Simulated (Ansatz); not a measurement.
Level of theory: Ansatz 0.2.0, DFT r2SCAN, scalar-relativistic, plane waves, PAW.

Structure of CsAs$_{2}$Rh$_{2}$:

```
CELL_PARAMETERS angstrom
-2.00662 2.00662 7.45347
2.00662 -2.00662 7.45347
2.00662 2.00662 -7.45347
ATOMIC_POSITIONS crystal
Cs 0.00000 0.00000 0.00000
As 0.34133 0.34133 0.00000
As 0.65867 0.65867 0.00000
Rh 0.75000 0.25000 0.50000
Rh 0.25000 0.75000 0.50000
```

Settings: cutoff 500 eV, Γ-centred mesh 12×12×12 on the computed 5-atom cell, Gaussian smearing of 0.10 eV; no spin polarisation.

Levels along Γ–X–P–N–Γ–M–S | S0–Γ | X–R | G–M, in eV from the Fermi level, sorted by energy at each point. Points in fractions of the primitive reciprocal vectors: Γ (0.000 0.000 0.000), X (0.000 0.000 0.500), P (0.250 0.250 0.250), N (0.000 0.500 0.000), M (0.500 0.500 -0.500), S (0.268 0.732 -0.268), S0 (-0.268 0.268 0.268), R (-0.036 0.036 0.500), G (0.500 0.500 -0.036).
```
point k (1/Å, with 2π) band 34  band 35  band 36  band 37  band 38  band 39  band 40
    Γ             0.000    -1.52    -0.58    -0.58    -0.17     1.51     2.13     2.63
    -             0.158    -1.62    -1.02    -0.80     0.08     1.58     1.96     2.13
    -             0.316    -1.73    -1.65    -1.27     0.27     1.57     1.58     1.73
    -             0.474    -2.02    -1.91    -1.79     0.34     1.03     1.35     1.52
    -             0.633    -2.31    -2.28    -2.06     0.34     0.40     0.83     1.35
    -             0.791    -2.72    -2.46    -2.03    -0.26    -0.01     0.31     0.98
    -             0.949    -2.81    -2.23    -1.98    -0.99    -0.90     0.29     0.60
    X             1.107    -2.31    -1.97    -1.97    -1.71    -1.28     0.28     0.45
    -             1.137    -2.32    -1.97    -1.97    -1.70    -1.28     0.28     0.45
    -             1.167    -2.32    -1.97    -1.97    -1.69    -1.30     0.29     0.45
    -             1.197    -2.33    -1.97    -1.97    -1.66    -1.33     0.30     0.44
    -             1.228    -2.35    -1.97    -1.97    -1.63    -1.37     0.32     0.43
    -             1.258    -2.36    -1.97    -1.97    -1.59    -1.41     0.34     0.41
    -             1.288    -2.37    -1.97    -1.97    -1.55    -1.46     0.36     0.40
    P             1.318    -2.37    -1.97    -1.97    -1.50    -1.50     0.38     0.38
    -             1.430    -2.60    -2.06    -2.02    -1.31    -1.22     0.42     0.42
    -             1.542    -2.92    -2.14    -2.08    -0.94    -0.76     0.56     0.58
    -             1.653    -2.76    -2.21    -2.17    -0.53    -0.32     0.82     0.82
    -             1.765    -2.58    -2.34    -2.32    -0.08     0.14     1.09     1.18
    -             1.877    -2.59    -2.46    -2.40     0.41     0.61     1.33     1.51
    -             1.989    -2.81    -2.36    -2.35     0.88     0.89     1.66     1.68
    N             2.101    -2.95    -2.35    -2.30     0.94     1.16     1.63     1.93
    -             2.216    -2.84    -2.40    -2.14     0.87     1.20     1.51     2.01
    -             2.332    -2.41    -2.29    -1.92     0.76     1.26     1.28     2.15
    -             2.448    -2.02    -1.97    -1.74     0.77     0.96     1.39     2.31
    -             2.564    -1.68    -1.64    -1.55     0.64     0.98     1.51     2.49
    -             2.680    -1.68    -1.19    -1.15     0.32     1.33     1.65     2.65
    -             2.796    -1.57    -0.79    -0.77     0.02     1.51     1.96     2.51
    Γ             2.911    -1.52    -0.58    -0.58    -0.17     1.51     2.13     2.63
    -             2.971    -1.52    -0.58    -0.58    -0.17     1.38     2.14     2.74
    -             3.032    -1.52    -0.56    -0.56    -0.17     1.08     2.17     2.75
    -             3.092    -1.52    -0.54    -0.54    -0.17     0.74     2.22     2.69
    -             3.152    -1.44    -0.51    -0.51    -0.17     0.40     2.28     2.62
    -             3.212    -1.29    -0.48    -0.48    -0.17     0.09     2.33     2.56
    -             3.273    -1.14    -0.46    -0.46    -0.17    -0.16     2.37     2.52
    M             3.333    -1.07    -0.46    -0.46    -0.27    -0.17     2.38     2.51
    -             3.437    -1.10    -0.70    -0.69    -0.12     0.06     2.38     2.47
    -             3.540    -1.20    -1.12    -1.06     0.13     0.36     2.10     2.52
    -             3.644    -1.57    -1.45    -1.36     0.43     0.65     1.84     2.51
    -             3.748    -1.95    -1.84    -1.57     0.74     0.92     1.64     2.48
    -             3.851    -2.24    -2.23    -1.81     0.97     1.15     1.52     2.41
    -             3.955    -2.65    -2.39    -2.04     1.01     1.35     1.45     2.27
    S             4.059    -2.93    -2.40    -2.23     0.87     1.40     1.54     2.06
   S0             4.059    -2.93    -2.40    -2.23     0.87     1.40     1.54     2.06
    -             4.179    -2.93    -2.36    -2.23     0.68     1.36     1.75     1.75
    -             4.299    -2.57    -2.34    -2.00     0.58     1.35     1.40     1.98
    -             4.419    -2.11    -2.10    -1.81     0.65     1.05     1.40     2.22
    -             4.539    -1.73    -1.71    -1.65     0.70     0.94     1.49     2.44
    -             4.659    -1.70    -1.26    -1.21     0.36     1.39     1.56     2.63
    -             4.779    -1.58    -0.82    -0.80     0.04     1.55     1.92     2.50
    Γ             4.898    -1.52    -0.58    -0.58    -0.17     1.51     2.13     2.63
    X             4.898    -2.31    -1.97    -1.97    -1.71    -1.28     0.28     0.45
    -             4.910    -2.31    -1.97    -1.97    -1.70    -1.28     0.28     0.45
    -             4.921    -2.32    -1.98    -1.97    -1.69    -1.27     0.28     0.45
    -             4.933    -2.32    -2.00    -1.97    -1.67    -1.27     0.29     0.45
    -             4.944    -2.33    -2.02    -1.97    -1.64    -1.26     0.29     0.45
    -             4.956    -2.34    -2.05    -1.97    -1.61    -1.25     0.30     0.45
    -             4.967    -2.35    -2.07    -1.97    -1.58    -1.24     0.31     0.45
    R             4.979    -2.36    -2.10    -1.97    -1.54    -1.22     0.32     0.45
    G             4.979    -2.36    -2.10    -1.97    -1.54    -1.22     0.32     0.45
    -             5.125    -2.49    -2.39    -2.00    -1.04    -0.86     0.46     0.54
    -             5.272    -2.48    -2.22    -2.04    -0.46    -0.29     0.48     0.94
    -             5.419    -2.37    -2.06    -1.85     0.17     0.32     0.48     1.50
    -             5.565    -1.96    -1.87    -1.54     0.45     0.62     0.85     2.10
    -             5.712    -1.54    -1.29    -1.28     0.35     0.40     1.56     2.50
    -             5.859    -1.13    -0.92    -0.76     0.00     0.12     2.20     2.55
    M             6.005    -1.07    -0.46    -0.46    -0.27    -0.17     2.38     2.51
```

Spin-orbit coupling is left out, which matters for the bands of heavy elements.